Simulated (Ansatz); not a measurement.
Molecular dynamics on a 2×2×2 supercell (32 atoms) of LiLaO2 (ordering on rocksalt), relaxed with r2SCAN. Forces come from r2SCAN in the PAW code Ansatz: a Nosé-Hoover thermostat at fixed volume, 450 K, steps of 1 fs. Spin polarisation is off, nuclei are classical, and the run is far too short for thermal averages. The structure comes from a prototype and may be hypothetical.

```yaml
crystal:
  lattice:
    - [7.1145502517, 0.0, 0.0]
    - [0.0, 7.1145502517, 0.0]
    - [0.0, 0.0, 9.1849888544]
  atoms:
    - { symbol: Li, position: [0.0, 0.0, 0.0] }
    - { symbol: O, position: [0.0, 0.0, 0.25] }
    - { symbol: La, position: [0.25, 0.25, 0.25] }
    - { symbol: O, position: [0.25, 0.25, 0.0] }
    - { symbol: Li, position: [0.0, 0.0, 0.5] }
    - { symbol: O, position: [0.0, 0.0, 0.75] }
    - { symbol: La, position: [0.25, 0.25, 0.75] }
    - { symbol: O, position: [0.25, 0.25, 0.5] }
    - { symbol: Li, position: [0.0, 0.5, 0.0] }
    - { symbol: O, position: [0.0, 0.5, 0.25] }
    - { symbol: La, position: [0.25, 0.75, 0.25] }
    - { symbol: O, position: [0.25, 0.75, 0.0] }
    - { symbol: Li, position: [0.0, 0.5, 0.5] }
    - { symbol: O, position: [0.0, 0.5, 0.75] }
    - { symbol: La, position: [0.25, 0.75, 0.75] }
    - { symbol: O, position: [0.25, 0.75, 0.5] }
    - { symbol: Li, position: [0.5, 0.0, 0.0] }
    - { symbol: O, position: [0.5, 0.0, 0.25] }
    - { symbol: La, position: [0.75, 0.25, 0.25] }
    - { symbol: O, position: [0.75, 0.25, 0.0] }
    - { symbol: Li, position: [0.5, 0.0, 0.5] }
    - { symbol: O, position: [0.5, 0.0, 0.75] }
    - { symbol: La, position: [0.75, 0.25, 0.75] }
    - { symbol: O, position: [0.75, 0.25, 0.5] }
    - { symbol: Li, position: [0.5, 0.5, 0.0] }
    - { symbol: O, position: [0.5, 0.5, 0.25] }
    - { symbol: La, position: [0.75, 0.75, 0.25] }
    - { symbol: O, position: [0.75, 0.75, 0.0] }
    - { symbol: Li, position: [0.5, 0.5, 0.5] }
    - { symbol: O, position: [0.5, 0.5, 0.75] }
    - { symbol: La, position: [0.75, 0.75, 0.75] }
    - { symbol: O, position: [0.75, 0.75, 0.5] }
kpoints:
  mp_grid: { grid: [2, 2, 2] }
hamiltonian:
  xc: r2scan
scf:
  occupations: { method: fermi_dirac, width: 0.039 }
md:
  ensemble: nvt_nose_hoover
  temperature: 450
  timestep: 1.0
  n_steps: 20
  initial_velocities: maxwell_boltzmann
  seed: 4311
```

Command: `ansatz run input.yaml --threads 4 --pin off --max-ram 3686MiB --backend cpu --events-out ev --progress --plain --runs-dir out`. It took 5.7 min on 4 threads of Arm Neoverse V2, with other jobs on the host; peak host memory 2.8 GiB.

Task: How do temperature and energy develop?

Result: The temperature goes from 450 K to 263 K in 20 fs. The thermostat hasn't had time to restore it. The atoms start on their lattice sites with kinetic energy alone, so much of it first passes into potential energy. By the last step the atoms have moved 0.16 Å in the root mean square, the drift of the whole cell taken out, 0.31 Å at most.
```tsv
step	t (fs)	T (K)	free energy F from step 0 (meV/atom)	kinetic energy (meV/atom)	largest force (eV/Å)
0	0	450	0.0	56.3	0.00
1	1	449	0.1	56.2	0.10
2	2	446	0.5	55.9	0.20
3	3	441	1.1	55.2	0.30
4	4	434	2.0	54.4	0.40
5	5	426	3.0	53.3	0.50
6	6	416	4.2	52.1	0.59
7	7	405	5.6	50.7	0.68
8	8	393	7.2	49.2	0.77
9	9	380	8.8	47.6	0.84
10	10	367	10.5	45.9	0.91
11	11	353	12.2	44.2	0.97
12	12	340	13.9	42.5	1.02
13	13	327	15.5	40.9	1.06
14	14	314	17.1	39.3	1.09
15	15	302	18.6	37.9	1.11
16	16	292	19.9	36.6	1.11
17	17	283	21.1	35.4	1.11
18	18	275	22.1	34.4	1.14
19	19	268	22.9	33.6	1.19
20	20	263	23.6	33.0	1.23
```

Positions (Å) and forces (eV/Å) at step 20:
```
Li   0.044   0.196   0.208     0.399  -0.021  -0.631
O    0.005  -0.022   2.268    -0.256  -0.001  -0.087
La   1.770   1.788   2.276    -0.048   0.135   0.424
O    1.670   1.567  -0.074     0.458  -0.079   0.938
Li  -0.063   0.153   4.588     0.204  -0.145   0.145
O    0.007  -0.035   6.904    -0.267   0.208  -0.302
La   1.775   1.811   6.900     0.110  -0.439  -0.924
O    1.748   1.759   4.589    -0.381  -0.111  -0.356
Li  -0.014   3.785  -0.205    -0.187  -0.076   0.473
O    0.131   3.527   2.382    -0.724   0.192  -0.018
La   1.784   5.373   2.303    -0.191  -0.370   0.215
O    1.690   5.341   0.036    -0.476  -0.676  -0.469
Li   0.069   3.394   4.511     0.362   0.202   0.173
O    0.007   3.450   6.744    -0.285   0.623   0.659
La   1.863   5.317   6.918    -0.914   0.601  -0.564
O    1.667   5.252   4.571     0.369   0.093   0.316
Li   3.567   0.270  -0.025    -0.385  -0.356  -0.028
O    3.549   0.019   2.280     0.409  -0.110  -0.080
La   5.353   1.754   2.253     0.258   0.420   0.855
O    5.460   1.874   0.047    -0.414  -0.438  -0.821
Li   3.656  -0.199   4.435     0.050   0.330   0.267
O    3.542  -0.006   6.931     0.311   0.022   0.261
La   5.346   1.783   6.911     0.114  -0.176  -0.586
O    5.246   1.744   4.556     0.195   0.088   0.355
Li   3.562   3.465   0.156     0.452   0.461  -0.278
O    3.578   3.411   2.191    -0.083   0.591   0.190
La   5.314   5.356   2.311     0.580  -0.539  -0.864
O    5.232   5.168  -0.042     0.252  -0.126   0.457
Li   3.654   3.464   4.431    -0.035  -0.158   0.231
O    3.612   3.593   6.946    -0.185  -0.501  -0.020
La   5.279   5.339   6.914     1.040   0.285  -0.459
O    5.221   5.371   4.500    -0.732   0.070   0.529
```
